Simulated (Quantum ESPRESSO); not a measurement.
Band energies of BaAlSiH

```
BaAlSiH
1.0
    4.29914     0.00000     0.00000
   -2.14957     3.72317     0.00000
    0.00000     0.00000     5.06195
H Al Si Ba
1 1 1 1
Direct
  0.66667   0.33333   0.12456
  0.66667   0.33333   0.46935
  0.33333   0.66667   0.54409
  0.00000   0.00000   0.00491
```

PBEsol (pw.x of Quantum ESPRESSO, ONCV potentials, no spin-orbit coupling); path ΓMKΓALHA,LM,KH; energies in eV from the valence-band maximum.

| k (1/Å) | point | band 5 | band 6 | band 7 | band 8 | band 9 | band 10 | band 11 | band 12 |
|---|---|---|---|---|---|---|---|---|---|
| 0.00 | Γ | -8.87 | -4.00 | -0.72 | -0.62 | -0.62 | 1.25 | 3.02 | 3.02 |
| 0.24 |  | -8.59 | -4.13 | -1.47 | -0.75 | -0.69 | 1.79 | 2.86 | 3.17 |
| 0.60 |  | -7.47 | -5.12 | -2.74 | -1.12 | -0.64 | 0.97 | 2.50 | 3.14 |
| 0.84 | M | -6.81 | -5.82 | -3.02 | -1.22 | -0.66 | 0.70 | 2.47 | 3.00 |
| 1.21 |  | -6.57 | -5.56 | -3.12 | -2.51 | -0.72 | 1.03 | 2.69 | 3.81 |
| 1.33 | K | -6.50 | -5.54 | -3.24 | -2.57 | -0.77 | 1.05 | 2.85 | 3.67 |
| 1.44 |  | -6.60 | -5.50 | -3.13 | -2.55 | -0.73 | 1.07 | 2.66 | 3.82 |
| 1.76 |  | -7.69 | -4.78 | -2.39 | -1.80 | -0.58 | 1.80 | 2.03 | 2.95 |
| 1.98 |  | -8.38 | -4.26 | -1.77 | -1.00 | -0.67 | 2.07 | 2.44 | 2.96 |
| 2.31 | Γ | -8.87 | -4.00 | -0.72 | -0.62 | -0.62 | 1.25 | 3.02 | 3.02 |
| 2.62 |  | -8.38 | -4.54 | -0.46 | -0.46 | -0.40 | 1.58 | 2.14 | 2.14 |
| 2.82 |  | -7.90 | -5.08 | -0.28 | -0.28 | -0.06 | 1.74 | 1.74 | 1.86 |
| 2.93 | A | -7.81 | -5.17 | -0.25 | -0.25 | 0.00 | 1.69 | 1.69 | 1.87 |
| 3.14 |  | -7.77 | -4.97 | -1.40 | -0.65 | -0.26 | 1.71 | 2.27 | 2.57 |
| 3.35 |  | -7.63 | -4.65 | -2.71 | -1.23 | -0.73 | 1.58 | 3.07 | 3.26 |
| 3.66 |  | -7.32 | -5.05 | -3.27 | -1.72 | -0.79 | 1.57 | 3.62 | 4.44 |
| 3.77 | L | -7.28 | -5.14 | -3.28 | -1.76 | -0.76 | 1.58 | 3.60 | 4.39 |
| 3.87 |  | -7.26 | -5.19 | -3.25 | -1.83 | -0.73 | 1.76 | 3.60 | 4.41 |
| 4.16 |  | -6.91 | -5.74 | -3.02 | -2.21 | -0.49 | 3.19 | 3.68 | 4.68 |
| 4.26 | H | -6.84 | -5.84 | -2.99 | -2.25 | -0.45 | 3.11 | 4.11 | 4.47 |
| 4.35 |  | -6.92 | -5.73 | -3.01 | -2.21 | -0.49 | 3.19 | 3.83 | 4.48 |
| 4.65 |  | -7.43 | -4.80 | -3.13 | -1.81 | -0.78 | 2.56 | 3.39 | 3.61 |
| 4.94 |  | -7.72 | -4.83 | -1.94 | -1.00 | -0.39 | 1.85 | 2.51 | 2.68 |
| 5.13 |  | -7.80 | -5.12 | -0.63 | -0.37 | -0.03 | 1.74 | 1.84 | 2.12 |
| 5.23 | A | -7.81 | -5.17 | -0.25 | -0.25 | 0.00 | 1.69 | 1.69 | 1.87 |
| 5.23 | L | -7.28 | -5.14 | -3.28 | -1.76 | -0.76 | 1.58 | 3.60 | 4.39 |
| 5.32 |  | -7.26 | -5.18 | -3.24 | -1.74 | -0.76 | 1.44 | 3.75 | 4.19 |
| 5.50 |  | -7.10 | -5.45 | -3.06 | -1.57 | -0.72 | 0.89 | 3.21 | 4.05 |
| 5.76 |  | -6.83 | -5.79 | -3.01 | -1.25 | -0.65 | 0.68 | 2.50 | 3.07 |
| 5.85 | M | -6.81 | -5.82 | -3.02 | -1.22 | -0.66 | 0.70 | 2.47 | 3.00 |
| 5.85 | K | -6.50 | -5.54 | -3.24 | -2.57 | -0.77 | 1.05 | 2.85 | 3.67 |
| 6.16 |  | -6.68 | -5.69 | -2.83 | -2.79 | -0.61 | 2.27 | 3.58 | 3.98 |
| 6.47 | H | -6.84 | -5.84 | -2.99 | -2.25 | -0.45 | 3.11 | 4.11 | 4.47 |

The PBEsol gap is 0.62 eV; at least one edge lies off the plotted path, at a point of the SCF mesh. The smallest direct gap is 1.19 eV.

Geometry relaxed with PBEsol.

The structure is a Materials Project entry; no match was found in the copy of COD used, and its stability was not checked.
